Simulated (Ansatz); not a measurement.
## Relaxing a structure of Ni

The start is a relaxed Ni cell, doubled along one cell vector, shaken by Gaussian noise of σ = 0.08 Å a coordinate. A full variable-cell relaxation at zero pressure is run with PBE (plane waves to 420 eV, PAW, scalar-relativistic; Ansatz, a first-principles code). The first steps use a coarse 7×14×14 k-mesh.

Starting cell:
```yaml
crystal:
  lattice:
    - [4.65960, 0.00000, 0.00000]
    - [0.00000, 2.32980, 0.00000]
    - [0.00000, 0.00000, 2.32980]
  atoms:
    - { symbol: Ni, position: [0.99709, 0.99953, 0.95301] }
    - { symbol: Ni, position: [0.49079, 0.95715, 0.96815] }
```
Spin-polarised start, with parallel moments on Ni.

```yaml
largest_initial_force: 0.24 eV/Å, on Ni1, Ni2 (atoms numbered as listed)
relative_to_the_parent: "It does not go back: it reaches Fm-3m (No. 225), fcc (Cu type), 0.71 eV/atom below the parent"
Shortest distances (start → end): "The closest pairs of elements (up to four, under 3.6 Å), start → end: Ni–Ni 2.30 → 2.49 Å"
band_gap_at_the_end: zero (metallic)
moments_at_the_end: net 0.63 μB/atom, ferromagnetic
optimiser_moves: 17
```

Relaxed structure:

Space group Fm-3m (No. 225); a = 3.5188 Å, b = 3.5188 Å, c = 3.5188 Å, α = 90.00°, β = 90.00°, γ = 90.00°

| atom | site | symmetry | x | y | z |
|---|---|---|---|---|---|
| Ni | 4a | m-3m | 0.0000 | 0.0000 | 0.0000 |
(The calculation used a cell of 1 atom; values per cell refer to that cell.)

Final values are on a 23×23×23 k-mesh of the relaxed cell. Spin state reached: ferromagnetic (net 0.63 μB/atom), from parallel starting moments; other spin orders were not run from this start.

The run could not lose the symmetry of its start.

Of the parent cell (Pm-3m (No. 221)): it is a generated cell of Ni: the first start was made by placing the elements on the sites of a structure type, and the end was not matched to a known phase here, so it may be hypothetical. Known forms of Ni include space group No. 225.
